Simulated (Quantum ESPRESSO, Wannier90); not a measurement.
**SnTe (rock salt), plane waves to Wannier functions**

```
SnTe
1.0
    0.00000     3.18581     3.18581
    3.18581     0.00000     3.18581
    3.18581     3.18581     0.00000
Sn Te
1 1
Cartesian
  0.00000   0.00000   0.00000
  3.18581   3.18581   3.18581
```

Structure: Materials Project mp-1883, symmetrised, not relaxed again. COD (Crystallography Open Database) has an entry of this formula and space group (matched by these alone). Level: PBEsol, no spin polarisation, no spin-orbit coupling; pw.x of Quantum ESPRESSO at 66 Ry with PseudoDojo potentials, 8×8×8 k-points, Wannier90. Density: 8×8×8 mesh, cold smearing 0.01 Ry. Spin-orbit coupling is left out although heavy elements are present.

The plane-wave run has 25 bands and 30 electrons a cell. On the energy scale of pw.x, whose zero is arbitrary, the Fermi level lies at 9.31 eV.

Isolated groups of bands, relative to the Fermi level (bands from 12 on overlap up to the last one computed):

| bands | from (eV) | to (eV) | filling | weight on atomic waves |
|---|---|---|---|---|
| 1–5 | -36.95 | -36.94 | filled | Te 4d 100 % |
| 6–10 | -21.82 | -21.79 | filled | Sn 4d 100 % |
| 11 | -12.59 | -11.04 | filled | Te 5s 78 %, Sn 5p 14 %, Sn 5s 7 % |

Input w.win, without the blocks of cell, atoms and k-points (512 lines):

```
num_bands = 15
num_wann = 8
exclude_bands = 1-10
num_iter = 800
conv_tol = 1.0e-7
conv_window = 4
dis_num_iter = 1000
dis_conv_tol = 1.0e-7
dis_froz_max = 14.81
write_hr = true
write_u_matrices = true
begin projections
Sn: s;p
Te: s;p
end projections
mp_grid = 8 8 8
```

wannier90.x stops with:
```
dis_windows: More states in the frozen window than target WFs
```
At some k-point more bands lie below dis_froz_max than there are Wannier functions, and every frozen state has to fit into the subspace. Mended as below, all else unchanged, the run goes through (Ω_I = 13.1 Å²) and follows the plane-wave bands to 4.4 meV rms (states up to 1.0 eV relative to the Fermi level).
```
dis_froz_max = 10.81
```
